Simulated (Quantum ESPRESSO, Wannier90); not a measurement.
# Wannierisation of InP (zinc blende)

```xyz
2
Lattice="0.0000 2.9520 2.9520 2.9520 0.0000 2.9520 2.9520 2.9520 0.0000" Properties=species:S:1:pos:R:3 pbc="T T T"
In     0.0000     0.0000     0.0000
P     -1.4760    -1.4760    -1.4760
```

Materials Project entry mp-20351; symmetrised, unrelaxed at this level. COD (Crystallography Open Database) has an entry of this formula and space group (matched by these alone). Computed values, not measurements, from LDA: Quantum ESPRESSO (norm-conserving PseudoDojo potentials, cutoff 56 Ry, no spin polarisation, no spin-orbit coupling) on a Γ-centred 8×8×8 mesh, then Wannier90. Density: 10×10×10 mesh, Gaussian smearing 0.01 Ry. Spin-orbit coupling is left out although heavy elements are present.

Functional, cutoff and mesh named above are those of the base row (56); the first column says what each row takes instead. Model: 4 functions from bands 6-9, start SCDM (isolated) (the valence bands). Energies are relative to the valence-band maximum; the misfit is to pw.x on a path, for all bands of the set. Only the plane-wave cutoff changes (density cutoff four times as high). Ω_total can sit in another minimum from row to row; Ω_I of an isolated set cannot.

```
ecutwfc (Ry)  Ω_I (Å²)  Ω_total (Å²)  rms misfit (meV)  gap (eV)  ΔE to highest cutoff (meV/atom)  plane waves a k-point, about (cost)
------------  --------  ------------  ----------------  --------  -------------------------------  -----------------------------------
28                9.05          9.68                37     0.137                          22015.1                                  870
35                8.84          9.48                31     0.303                           7271.1                                 1200
42                8.80          9.44                29     0.355                           1916.0                                 1600
56                8.79          9.44                28     0.367                             48.9                                 2500
70                8.80          9.44                28     0.367                       (withheld)                                 3400
88                8.80          9.44                28     0.367                              0.0                                 4800
```

**Question.** Fill in the missing entries.

**Answer.** 
- 70, ΔE to highest cutoff (meV/atom): 0.2
